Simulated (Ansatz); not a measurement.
An Ansatz input:

```yaml
crystal:
  lattice:
    - [0.0, 2.4687268288, 2.4687268288]
    - [2.4687268288, 0.0, 2.4687268288]
    - [2.4687268288, 2.4687268288, 0.0]
  atoms:
    - { symbol: Fe, position: [0.125, 0.125, 0.125], spin: 2.5 }
    - { symbol: Fe, position: [0.875, 0.875, 0.875], spin: -2.5 }
hamiltonian:
  xc: lda
  pseudopotentials:
    kind: paw
    azcp:
      Fe: "pseudopotentials/Fe.paw.azcp"
basis:
  ecutwfc: 420
  fft_grid_basis: typed
kpoints:
  mp_grid: { grid: [13, 13, 13], shift: [0, 0, 0] }
magnetization:
  spin_polarized: true
scf:
  occupations: { method: fermi_dirac, width: 0.05 }
  lower_state_search: "off"
output:
  stress: true
```

Output

```
Warning: the record states the generating functional pbe (its physics header spells it `PBE`), which answers neither for hamiltonian.xc's functional nor for the lda family's — results may be inconsistent (PPs are generated against a specific XC)
Engine: ansatz 0.2.0, aarch64-unknown-linux-gnu
Pseudopotentials: kind: paw
Pseudopotential: Fe, paw, valence charge 16, recommended cutoff 420 eV (normal) 
Functional definition: SPW92
  exchange = slater_x
  correlation = pw_c
Crystal: 2 atoms, lattice volume = 30.092 Å³
Basis set: ecut = 420 eV, 609 PW (Γ)
Bands: 23, of which v1, the nominal top of the filled ones, is band 16 counted from 1 (15 counted from 0)
Symmetry: 24 space group operations
Space group: F-43m (ITA 216), of the structure as read, at distance tolerance 3.1e-5 Å
Magnetic group: BNS 227.130 (UNI 1632), of the structure as read, at distance tolerance 3.1e-5 Å
k-points: 84 of 2197 (time reversal used)
Non-local potential: Fe, projectors of the file, l = 0: 3, l = 1: 2, l = 2: 3, l = 3: 1
PAW form: soft (Blöchl's): semilocal exchange-correlation on the pseudo side does not see the compensation charge
PAW frozen core: Fe, regenerated for the run's functional, and the local potential with it (the file was generated under x = pbe(κ = 0.804, μ = 0.2195149727645171), c = pbe(β = 0.06672455060314922))
PAW one-centre angular grid: Fe, 590 points (default); XC on 64 Gauss nodes
Initial density: superposition of atomic densities (chi_scale 0.1, normalization cell)
Starting moments: Σ|m| = 5 μB on 2 of 2 sites
Starting magnetic order: antiferromagnet; an inversion exchanges its spin sublattices: spin-degenerate at every k-point
Initial wavefunctions: pseudopotential atomic-orbital guess
Functional: x = slater, c = lda
iter 1 solved again at ethr=2.07e-3 eV; its pass at ethr=3.10e-3 eV (dr2=6.63e-1 eV) is discarded
SCF iter   1: F=—  HF=-8836.935623 eV  |F-HF|=—  |Δ(HF+E_count)|=         —  Δρ=9.16e-2 (↑9.16e-2 ↓9.16e-2)  dr2=6.68e-1  dr2_m=2.15e0  M=-0.000 μB ∫|m|=3.031 μB  β_m=0.30  ethr=2.07e-3  ⟨swp⟩=1.0  Hψ=20535  notcnv=0
spin=Collinear: Kerker preconditioning applied to the charge; magnetization (m = ρ↑ − ρ↓) channel mixes plain (no charge-response kernel on spin).
SCF iter   2: F=—  HF=-8836.997951 eV  |F-HF|=—  |Δ(HF+E_count)|=   6.23e-2  Δρ=7.83e-2 (↑7.83e-2 ↓7.83e-2)  dr2=4.38e-1  dr2_m=1.58e0  M=-0.000 μB ∫|m|=2.785 μB  β_m=0.30  ethr=2.07e-3  ⟨swp⟩=2.0  Hψ=4916  notcnv=0
SCF iter   3: F=—  HF=-8836.938249 eV  |F-HF|=—  |Δ(HF+E_count)|=   5.97e-2  Δρ=6.24e-2 (↑6.24e-2 ↓6.24e-2)  dr2=1.03e-2  dr2_m=1.07e0  M=-0.000 μB ∫|m|=2.601 μB  β_m=0.30  ethr=1.37e-3  ⟨swp⟩=2.5  Hψ=6474  notcnv=0
SCF iter   4: F=—  HF=-8837.024315 eV  |F-HF|=—  |Δ(HF+E_count)|=   8.61e-2  Δρ=5.49e-2 (↑5.49e-2 ↓5.48e-2)  dr2=8.04e-3  dr2_m=8.27e-1  M=0.000 μB ∫|m|=2.397 μB  β_m=0.30  ethr=3.22e-5  ⟨swp⟩=3.0  Hψ=8664  notcnv=0  defer=50
...
iter 20 did not close the SCF: its close was put off for a magnetic moment that had not settled (scf_convergence_deferred on its scf_iter line)
SCF iter  20: F=-8837.388070 eV  HF=-8837.388071 eV  |F-HF|=4.15e-8  |Δ(HF+E_count)|=   1.27e-7  Δρ=1.12e-5 (↑1.10e-5 ↓1.12e-5)  dr2=8.38e-8  dr2_m=5.55e-10  M=0.000 μB ∫|m|=0.000 μB  β_m=0.91  ethr=3.13e-10  ⟨swp⟩=4.0  Hψ=11812  notcnv=0
iter 21 did not close the SCF: its close was put off for a magnetic moment that had not settled (scf_convergence_deferred on its scf_iter line)
SCF iter  21: F=-8837.388071 eV  HF=-8837.388071 eV  |F-HF|=7.00e-10  |Δ(HF+E_count)|=   1.22e-8  Δρ=1.83e-6 (↑1.83e-6 ↓1.63e-6)  dr2=3.86e-9  dr2_m=5.43e-11  M=0.000 μB ∫|m|=0.000 μB  β_m=0.95  ethr=2.62e-10  ⟨swp⟩=2.3  Hψ=11946  notcnv=0
SCF iter  22: F=-8837.388071 eV  HF=-8837.388071 eV  |F-HF|=1.95e-9  |Δ(HF+E_count)|=  5.97e-10  Δρ=1.51e-6 (↑1.51e-6 ↓1.38e-6)  dr2=2.20e-9  dr2_m=4.26e-12  M=0.000 μB ∫|m|=0.000 μB  ethr=1.21e-11  ⟨swp⟩=1.3  Hψ=8531  notcnv=0
WARN: the starting moments were not kept: the SCF closed with an absolute magnetisation of 2.7e-6 μB, where they sum to 5 μB in size (2 sites). That is at most 0.1 of that sum. Measured as dr2_m measures the in/out step, that magnetisation stands 7.9e-12 eV from none, at or under the dr2_threshold of 1.0e-7 eV: it is no larger than a step whose dr2_m would equal this threshold. The system may hold no moment; this SCF shows only that its start led to no more than that. To try another start: raise the starting moments (crystal.atoms[].spin, magnetization.per_species, magnetization.initial_magnetization, or on a non-collinear deck that types none of these the spinor_matrix: blocks that start its atoms; where the total moment is fixed, keep their sum and leave initial_magnetization as it is; typed ones take the place of any that the run laid by itself, positive ones on a crystal's lanthanoids without a Hubbard term where scf.initial_density.shell_occupations: [] is typed) or, if the notice of its spin-set hold's release reads "site moments contracting" or "site moments show no strong build", lengthen the hold (scf.mixing.spin_hold: { on: { confirm: 4 } }; for m-r²SCAN on two components see the key's manual first). Each may lead to a state that holds a moment. A second SCF, from the converged charge density, with the starting moments and any scf.initial_density.shell_occupations laid on it anew, would have followed, and was not run: the deck does not ask for one (magnetization.retry_lost_moments is false, the default). To let it run, set magnetization.retry_lost_moments: true and run the deck again, where that key's refused combinations let it; where memory then withholds it, that run's warning says so.
SCF 1 converged in 22 iterations: F = -8837.388071 eV  dr2 = 2.20e-9
SCF converged after 22 iterations
Magnetization: 0.0000 μB (16.0000 up, 16.0000 down)
Absolute magnetization: 0.0000 μB (∫|ρ↑−ρ↓|, with the PAW one-centre terms)
Spin contamination: 0.0000 ħ² per cell (⟨S²⟩ above its minimum at these occupations)
Per-site moments (μB) at R_I (Å): [(3.244021608077203e-7, 0.8819168113573111), (1.9021602637102644e-6, 0.8819168113573111)]
Free energy (F): -8837.388071 eV
Harris-Foulkes:  -8837.388071 eV  (|F-HF|=1.95e-9)
Internal energy: -8837.366575 eV  (E = F + TS)
E sigma→0 (E₀):  -8837.377323 eV
Entropy (-TS):   -0.021496 eV (-10.748 meV/atom)
Fermi energy:    12.464171 eV
--- Per-component energies (eV) ---
  E_band       = -610.040558
  E_kinetic    = 710.697549
  E_local      = -5387.316033  (includes V_loc(G=0)·N_el)
  E_nonlocal   = 442.162280
  E_hartree    = 2263.952866
  E_xc         = -233.307974
  E_vxc        = -301.918004  (∫ρ·V_xc dr)
  E_paw        = -2612.569641  (= ΣΔE_a)
  E_vpaw       = -601.578063  (= ΣTr[D̂ρ^β])
  E_aug_tail   = 0.001644  (compensation charges beyond the density's cutoff)
  E_ewald      = -4021.790339
  E_core_change = 0.803071  (= ΣΔE_core)
  E_smearing   = -0.021496  (= −TS)
  E_closure    = -0.000000  (closes the sum)
  Σ components = -8837.388071   (vs F -8837.388071, Δ=0.00e0)
--- Stress (GPa, compression-positive) ---
      -16.768366      -0.000000       0.000000
        0.000000     -16.768366      -0.000000
        0.000000      -0.000000     -16.768366
  P = ⅓ Tr σ = -16.7684 GPa (-167.684 kbar)
```
